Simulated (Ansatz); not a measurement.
The cell comes from COD entry 5000216, which wasn't checked; take it as a given geometry. The listed cell was then made from it by scaling, straining or moving an atom.

Cu: DFT, PBEsol, all-electron PAW with datasets made for the crystal, scalar-relativistic (Ansatz 0.2.0). What sets it apart from a plain run of this crystal: zz strain of -1 %.

Command: `ansatz run input.yaml --threads 1 --pin off --max-ram 3072MiB --backend cpu --events-out ev --progress --plain --runs-dir out` The run took 13 s on 1 thread of Arm Neoverse V2 (shared host), peak memory 0.5 GiB.

```yaml
crystal:
  lattice:
    - [0.0, 1.8075, 1.789425]
    - [1.8075, 0.0, 1.789425]
    - [1.8075, 1.8075, 0.0]
  atoms:
    - { symbol: Cu, position: [0.0, 0.0, 0.0] }
kpoints:
  mp_grid: { grid: [17, 17, 17] }
scf:
  occupations: { method: fermi_dirac, width: 0.03 }
hamiltonian:
  xc: pbesol
  pseudopotentials: { kind: all_electron, datasets: crystal }
output:
  forces: true
  stress: true
  eigenvalues: true
  efg: { contact_densities: true }
```

Output:

```
hamiltonian.pseudopotentials.datasets: crystal makes datasets for this crystal and solves the spheres of its atoms anew in each pass: cutoff 300.0 eV, the density's 1200.0 eV; for an error of 0.50 meV an atom under PBE, 0.5 meV for the cell; an energy difference from a run of another recipe may be off by several times the error for the cell, under r2SCAN by more, where some 0.1 meV an atom stays at smaller errors; Cu in spheres of 1.270 Å, 11 of its electrons in bands, 8 on its site; only band paths and densities of states list, in semicore columns, the levels of the semicore shells that are solved separately: 3s of Cu, 3p of Cu
Engine: ansatz 0.2.0
Pseudopotentials: kind: all_electron
Pseudopotential: Cu, paw, valence charge 19, recommended cutoff 300 eV (normal), Koelling and Harmon's equation, gaussian nucleus
Functional definition: PBEsol
  exchange = pbesol_x
  correlation = pbesol_c
Crystal: 1 atoms, lattice volume = 11.692 Å³
Basis set: ecut = 300 eV, 137 PW (Γ), exchange–correlation on 30×30×30 points (8 copies of the dense FFT grid, shifted against one another)
Bands: 10, of which v1, the nominal top of the filled ones, is band 6 counted from 1 (5 counted from 0)
Symmetry: 16 space group operations
Space group: I4/mmm (ITA 139), of the structure as read, at distance tolerance 2.3e-5 Å
k-points: 405 of 4913
Non-local potential: Cu, projectors of the file, l = 0: 1, l = 1: 1, l = 2: 2
PAW form: soft (Blöchl's): semilocal exchange-correlation on the pseudo side does not see the compensation charge
PAW one-centre angular grid: Cu, 590 points (default); XC on its mesh's 1899 points in the sphere
Initial density: superposition of atomic densities (neutral atoms: chi_scale 0, normalization atom)
Initial wavefunctions: pseudopotential atomic-orbital guess
Functional: x = pbesol(κ = 0.804, μ = 0.12345679012345678), c = pbesol(β = 0.046)
iter 1 solved again at ethr=3.31e-2 eV; its pass at ethr=1.00e-1 eV (dr2=3.64e0 eV) is discarded
SCF iter   1: F=—  HF=-44998.834246 eV  |F-HF|=—  |Δ(HF+E_count)|=         —  Δρ=2.01e-1  dr2=3.67e0  ethr=3.31e-2  ⟨swp⟩=2.0  Hψ=23245  notcnv=0
preconditioner: auto → none  [metal: Δε(μ)=0.038 eV  Ē_g=15.712 eV  σ=0.030 eV  W_gap=0.29  n_scr=0 (ndim 8)  ℏωp=36.0 eV  f_vac=0.000  D(μ)=0.30/eV (n_scr^D=0)]
SCF iter   2: F=—  HF=-44999.122511 eV  |F-HF|=—  |Δ(HF+E_count)|=   2.88e-1  Δρ=1.36e-1  dr2=1.61e0  ethr=3.31e-2  ⟨swp⟩=3.1  Hψ=11754  notcnv=0  defer=3
iter 3 solved again at ethr=6.15e-4 eV; its pass at ethr=1.47e-2 eV (dr2=6.77e-2 eV) is discarded
SCF iter   3: F=—  HF=-44997.915370 eV  |F-HF|=—  |Δ(HF+E_count)|=    1.21e0  Δρ=2.69e-2  dr2=6.77e-2  ethr=6.15e-4  ⟨swp⟩=2.0  Hψ=20394  notcnv=0  defer=10
SCF iter   4: F=—  HF=-44997.892170 eV  |F-HF|=—  |Δ(HF+E_count)|=   2.32e-2  Δρ=5.46e-3  dr2=2.76e-3  ethr=6.15e-4  ⟨swp⟩=2.7  Hψ=8406  notcnv=0  defer=7
SCF iter   5: F=—  HF=-44997.892150 eV  |F-HF|=—  |Δ(HF+E_count)|=   1.96e-5  Δρ=3.16e-3  dr2=8.69e-4  ethr=2.51e-5  ⟨swp⟩=2.5  Hψ=8472  notcnv=0  defer=3
SCF iter   6: F=—  HF=-44997.891923 eV  |F-HF|=—  |Δ(HF+E_count)|=   2.27e-4  Δρ=5.74e-4  dr2=2.78e-5  ethr=7.90e-6  ⟨swp⟩=2.0  Hψ=9183  notcnv=0
SCF iter   7: F=—  HF=-44997.891925 eV  |F-HF|=—  |Δ(HF+E_count)|=   1.77e-6  Δρ=4.48e-5  dr2=1.73e-7  ethr=2.53e-7  ⟨swp⟩=2.6  Hψ=6564  notcnv=0
SCF iter   8: F=—  HF=-44997.891925 eV  |F-HF|=—  |Δ(HF+E_count)|=   1.71e-7  Δρ=7.81e-5  dr2=5.24e-7  ethr=1.57e-9  ⟨swp⟩=3.0  Hψ=8574  notcnv=0
SCF iter   9: F=-44997.891925 eV  HF=-44997.891925 eV  |F-HF|=5.82e-11  |Δ(HF+E_count)|=   1.91e-7  Δρ=7.29e-7  dr2=4.64e-11  ethr=1.57e-9  ⟨swp⟩=3.0  Hψ=8423  notcnv=0
SCF 1 converged in 9 iterations: F = -44997.891923 eV  dr2 = 4.64e-11
  Residual-converged pass: ⟨swp⟩=2.4  Hψ=6397  notcnv=0  max |occ|·‖R‖ = 3.7e-6 eV (tolerance 3.7e-6 eV)  dr2=4.56e-11  dr2_onsite=7.76e-11  max |Δocc| = 5.3e-11
  greatest PAW one-centre occupation: 0.934 electrons in one spin orbital (limit 2), on the Cu atom at site 0 (counted from 0), in its partial waves of l = 2
SCF converged after 9 iterations
Free energy (F): -44997.891923 eV
Harris-Foulkes:  -44997.891923 eV  (|F-HF|=5.82e-11)
Internal energy: -44997.891105 eV  (E = F + TS)
E sigma→0 (E₀):  -44997.891514 eV
Entropy (-TS):   -0.000818 eV (-0.818 meV/atom)
Past the cutoff: the bands carry plane waves up to 1.75 times it, of which those up to 1.5 times it add -0.000681 eV an atom, each by itself; the spheres take 0.000304 eV an atom off the energy for waves past 1.75 times it
By the cutoff:   a pressure is off by up to 0.010 GPa (1.2 times the spheres' own share and the shells' term, over an atom's volume, and 0.004 GPa: a bound that held against runs at twice the plane waves)
Past the cutoffs: a stress includes 0.0008 GPa for waves and charges beyond them, in addition to the slope of what the spheres take
In the spheres:  the bands' charges fall short by 3.2e-7 e at most (sound up to 1e-3), those of shells solved beside the bands by 2.6e-8 e (sound up to 5e-4)
Fermi energy:    16.714835 eV
--- Per-component energies (eV) ---
  The terms above E_closure are by the made datasets' own strengths, without shells solved beside the bands.
--- Forces (eV/Å), atoms counted from 1 ---
  atom   1  Cu     0.00000000     0.00000000     0.00000000
  max |Σ_I F_I| component: 0.00e0 eV/Å
--- Stress (GPa, compression-positive) ---
       -5.528802       0.000000       0.000000
        0.000000      -5.528802      -0.000000
        0.000000       0.000000      -4.844394
  P = ⅓ Tr σ = -5.3007 GPa (-53.007 kbar)
  It holds what live shells' own plane waves past their cutoff add
--- PAW observables at the nuclei: V_zz in 10²¹ V/m², potentials from the cell's mean, atoms counted from 1 ---
  atom   1  Cu V_zz =    -0.059904   η = 0.0000   by run symmetry: allowed
            electrostatic potential = -3760.098734 V   contact ρ = 147326.908937 e/Å³
--- Band table (eV; the first three rows and the last of 405) ---
  k-point 0: bands = ["7.1195", "13.5799", "13.5799", "13.6292", "14.4259", "14.4769", "39.3011", "41.9526"]
  k-point 1: bands = ["7.2466", "13.5619", "13.6046", "13.6440", "14.4168", "14.4663", "38.5479", "40.5186"]
  k-point 2: bands = ["7.6232", "13.4917", "13.6670", "13.7022", "14.4005", "14.4450", "35.8758", "39.9670"]
  k-point 404: bands = ["11.7318", "12.1772", "14.9876", "15.0406", "15.1708", "18.4108", "23.9993", "28.6072"]
```
